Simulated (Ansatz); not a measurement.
B in space group I4_132 (No. 214; B on 8a), a = 4.6388 Å, b = 4.6388 Å, c = 4.6388 Å, α = 90.00°, β = 90.00°, γ = 90.00°; the cell used has 4 atoms.

Relaxed with r²SCAN.

Q: Tabulate the valence density and the electron localisation function along the shortest B–B contact (1.64 Å), plane-wave PAW r²SCAN (Ansatz code).

A: 

| distance from B (Å) | density (e/Å³) | ELF |
|---|---|---|
| 0.16 | 0.50 | 0.01 |
| 0.25 | 0.68 | 0.11 |
| 0.33 | 0.85 | 0.36 |
| 0.41 | 0.98 | 0.65 |
| 0.49 | 1.05 | 0.83 |
| 0.57 | 1.08 | 0.91 |
| 0.66 | 1.08 | 0.94 |
| 0.74 | 1.08 | 0.96 |
| 0.82 | 1.07 | 0.96 |
| 0.90 | 1.08 | 0.96 |
| 0.98 | 1.08 | 0.94 |
| 1.07 | 1.08 | 0.91 |
| 1.15 | 1.05 | 0.83 |
| 1.23 | 0.98 | 0.65 |
| 1.31 | 0.85 | 0.36 |
| 1.39 | 0.68 | 0.11 |
| 1.48 | 0.50 | 0.01 |

The density is the valence pseudo-density with augmentation charge, so density and ELF within about 1 Å of a nucleus are not all-electron values.

The start of the workflow was typed in or built on a structure type; neither database checked (COD, Materials Project) lists it. It is not the phase usual at ambient conditions (space group No. 166). Symmetry was held in the r²SCAN relaxation; whether a distortion lowers the energy is not shown.

Potentials: the earlier of the program's two PAW sets.
